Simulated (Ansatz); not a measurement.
## Sr3AlN3: ⁸⁷Sr nuclear quadrupole resonance

Cell: a computed structure from the Materials Project (it need not be an observed phase), taken as it stands.

Space group P6_3/m (No. 176); a = 7.6614, c = 5.3959 Å, γ = 120.00°.

| site | Wyckoff | site symmetry | x | y | z |
| --- | --- | --- | --- | --- | --- |
| Sr | 6h | m.. | 0.9278 | 0.6406 | 0.2500 |
| Al | 2c | -6.. | 0.6667 | 0.3333 | 0.7500 |
| N | 6h | m.. | 0.8939 | 0.5895 | 0.7500 |

One atom of each set is listed.

All values are calculated (Ansatz; DFT, PBE, plane waves and PAW, scalar-relativistic, 420 eV cutoff, Γ-centred 4×4×5 k-points, Fermi–Dirac smearing 0.02 eV), not measured.

⁸⁷Sr: I = 9/2, Q = 305.0 mb (year-2017 value). Static lattice, zero field.

Task: The simulated lines lie at 3.45, 6.85, 10.3, 13.7 MHz. What are |C_Q|, η and |V_zz| at Sr?

Result: For I = 9/2 and η = 0 the lines are |C_Q|/24 times 1, 2, 3 and 4; η shifts the lowest up most. Here |C_Q| = 82.3 MHz, η = 0.03 and |V_zz| = 11.16 × 10²¹ V/m². The calculation gives V_zz positive; the lines don't show the sign. The site has 5 N at 2.55–2.83 Å.

Without spin–orbit coupling (the program notes it for Sr) the gradients can shift somewhat, as the gap is small. With a gap of 0.5 eV on this mesh, the gradients can still move by some per cent as the k-mesh gets denser.
